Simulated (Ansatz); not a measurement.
# SiO2: do the settings matter for the field gradients?

This input was run with Ansatz:

```yaml
crystal:
  lattice:
    - [4.1667, 0.0, 0.0]
    - [0.0, 4.1667, 0.0]
    - [0.0, 0.0, 2.6645]
  atoms:
    - { symbol: Si, position: [0.0, 0.0, 0.0] }
    - { symbol: Si, position: [0.5, 0.5, 0.5] }
    - { symbol: O, position: [0.3061, 0.3061, 0.0] }
    - { symbol: O, position: [0.1939, 0.8061, 0.5] }
    - { symbol: O, position: [0.6939, 0.6939, 0.0] }
    - { symbol: O, position: [0.8061, 0.1939, 0.5] }
kpoints:
  mp_grid: { grid: [7, 7, 11] }
scf:
  occupations: { method: fermi_dirac, width: 0.02 }
hamiltonian:
  xc: pbe
  pseudopotentials: { kind: paw, source: ansatz }
output:
  forces: true
  stress: true
  populations: true
  efg: { quadrupole_moments_barn: { O: -0.02558 }, contact_densities: true }
```

```sh
ansatz run input.yaml --threads 1 --pin off --max-ram 3072MiB --backend cpu --events-out ev --progress --plain --runs-dir out
```

It converged. Of its output the block on the nuclei alone is shown, without the SCF iterations, energies, forces and stress (one atom of each set):

```
--- PAW observables at the nuclei: V_zz in 10²¹ V/m², potentials from the cell's mean, atoms counted from 1 ---
  atom   1  Si V_zz =    +1.894288   η = 0.6268   by run symmetry: allowed
            electrostatic potential = -1360.893607 V   contact ρ = 12858.287216 e/Å³
  atom   3  O  V_zz =   -10.952184   η = 0.1481   by run symmetry: allowed   C_q = +6.7742 MHz
            electrostatic potential = -626.461554 V   contact ρ = 2156.277710 e/Å³
```

(1) Can these gradients be trusted, and how do they compare with a run on standard settings?

Answers

(1) As results of these settings, within the limits told below. Against the standard input the change is `hamiltonian.pseudopotentials`: {kind: paw} → {kind: paw, source: ansatz}. A site carries the number of its first atom; V_zz in 10²¹ V/m².

| site | V_zz standard | η standard | V_zz here | η here |
| --- | --- | --- | --- | --- |
| Si | 1.78 | 0.60 | 1.89 | 0.63 |
| O | -11.02 | 0.15 | -10.95 | 0.15 |

The largest change of V_zz is on Si, from 1.78 to 1.89. In per cent, |V_zz| changes by +7 on Si, -1 on O (all sites that start above 0.5). The cutoff that the program takes moves with it, from 420 to 930 eV. The changed run reads another set of PAW files. SCF iterations: 6 and 7.

On the reference run: At this cell the PBE pressure is 13 GPa, so with PBE the cell would grow if it were relaxed. The entry's cell may itself be off.
